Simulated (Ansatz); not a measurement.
**P: energy along a strain**

P, P4/mmm, a = 4.273 Å, c = 4.378 Å (as given, not relaxed at this level: -4.0 GPa). This isn't the element's structure at ambient conditions. Ansatz: PBEsol+D3(BJ), PAW, 420 eV, Γ-centred 12×12×12 mesh on 1 atom, Gaussian smearing 0.15 eV; no spin polarisation. Cell vectors (Å): 4.273 0.000 0.000; 0.000 4.273 0.000; 0.000 0.000 4.378. The cell is strained by x per cent times the pattern (0 0 1 0 0 0) in the order xx yy zz yz xz xy (engineering shears), with fractional coordinates held. y is the free energy over the start, V0 = 79.932 Å³/atom.

| x (%) | y (meV/atom) |
| --- | --- |
| -6.00 | -131.86 |
| -4.50 | -95.12 |
| -3.00 | -60.98 |
| -1.50 | -29.31 |
| 0.00 | 0.00 |
| 1.50 | 27.07 |
| 3.00 | 51.99 |
| 4.50 | 74.88 |
| 5.25 | 85.59 |
| 6.00 | ? |

Fit y = c1 x + c2 x² + c3 x³ to the other rows, get the stiffness along the pattern, and predict the missing energy.

Least squares on the rows shown. y = 18.779 x − 0.50005 x² + 0.0054647 x³. The clamped-ion stiffness p·C·p = 2 × -5.000 eV × 160.2 / 79.932 Å³ = -20 GPa, which is C33 in these axes (second derivative at the start, which stands under stress). At x = 6.00 the fit asked for gives 95.85 meV/atom. The run gave 95.83 meV/atom, so the fit is 0.02 meV/atom too high, a small miss on the scale of the series.